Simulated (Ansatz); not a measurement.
Consider the following.

Relaxed As (space group Cmce):

```xyz
4
Lattice="1.8564 -5.3770 0.0000 1.8564 5.3770 0.0000 0.0000 0.0000 4.2264" Properties=species:S:1:pos:R:3 pbc="T T T"
As     1.8564    -1.2115     2.3431
As     1.8564     1.2115     1.8833
As     1.8564    -4.1655     0.2299
As     1.8564     4.1655     3.9966
```

A phonon eigenvector at Γ is frozen into this cell: atom i moves by Q times the vector below, so Q is the largest atomic displacement, in Å. The cell is held.

| atom | x | y | z |
|---|---|---|---|
| As1 | 0.000 | 1.000 | 0.000 |
| As2 | 0.000 | 1.000 | 0.000 |
| As3 | 0.000 | -1.000 | 0.000 |
| As4 | 0.000 | -1.000 | 0.000 |

Method: LDA (plane waves to 420 eV, PAW, scalar-relativistic; Ansatz, a program for electronic structure). k mesh 13×13×11 (Γ-centred), Fermi-Dirac smearing 0.05 eV. The energy includes the smearing's −TS. With partly filled bands, energies and forces of such displacements shift with the k mesh and the smearing. As was relaxed with its symmetry unable to fall. The zero of ΔE is the undisplaced structure.

The scan covers Q from -0.110 to 0.110 Å in 13 points.

Problem. Which space group does the distorted structure have?

Solution. Cmc2_1 (No. 36), lowered from Cmce.

Problem. Is the energy the same for equal positive and negative displacements?

Solution. Even: the same for both signs.

Problem. What is the energy change at Q = 0.110 Å?

Solution. 8.0 meV/cell.

(A displaced cell: forces are minus the slopes of the energy, force constants its curvatures, and phonons follow from these.)
